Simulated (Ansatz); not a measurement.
AlGe₂N:
```xyz
4
Lattice="1.8014 1.0401 6.1067 -1.8014 1.0401 6.1067 0.0000 -2.0801 6.1067" Properties=species:S:1:pos:R:3 pbc="T T T"
Al     0.0000     0.0000     0.3930
N      0.0000     0.0000     2.2708
Ge     0.0000     0.0000     8.8971
Ge     0.0000     0.0000    11.3398
```

Relaxed with r²SCAN. Special points in fractions of this cell's reciprocal vectors: Γ (0.000, 0.000, 0.000); T (0.500, 0.500, 0.500); H2 (0.814, 0.186, 0.500); H0 (0.500, -0.186, 0.186); L (0.500, 0.000, 0.000); S0 (0.343, -0.343, 0.000); S2 (0.657, 0.000, 0.343); F (0.500, 0.000, 0.500).

Task: List the band energies nearest the Fermi level at these points for the program Ansatz at the r²SCAN level (PAW).

Result: In eV from the Fermi level; about four levels below and three above (degenerate sets whole), none deeper than 8.9 eV; points with the same levels are listed once.

```
k                     below                above
--  -----------------------  -------------------
Γ   -4.05 -4.05 -3.59 -2.13  2.01 2.01 3.87 3.87
T   -4.91 -4.05 -4.05 -1.44       1.65 1.65 2.22
H2  -5.71 -3.97 -3.51 -2.74       1.88 2.00 2.55
L   -5.12 -5.06 -4.32 -0.23       0.14 2.73 3.55
S0  -5.77 -3.90 -3.68 -2.76       1.85 2.03 3.05
F   -5.16 -3.99 -2.49 -0.83       0.06 1.00 3.26
```

Space group R3m. The start of the workflow was typed in or built on a structure type; neither database checked (COD, Materials Project) lists it. Its standing as an ambient phase is unchecked. The r²SCAN relaxation kept the symmetry of its start; its stability against distortions is not shown here. The volume moved by 16 % from the start of the relaxation. Its formation energy is positive at this level, so the cell may be metastable or incomplete. Scalar-relativistic: spin–orbit coupling is off unless named, which matters more the heavier the elements.

Potentials: the earlier of the program's two PAW sets. The files were generated under PBE; for other functionals the program regenerates the frozen cores, and for LDA and PBEsol the local potential too.
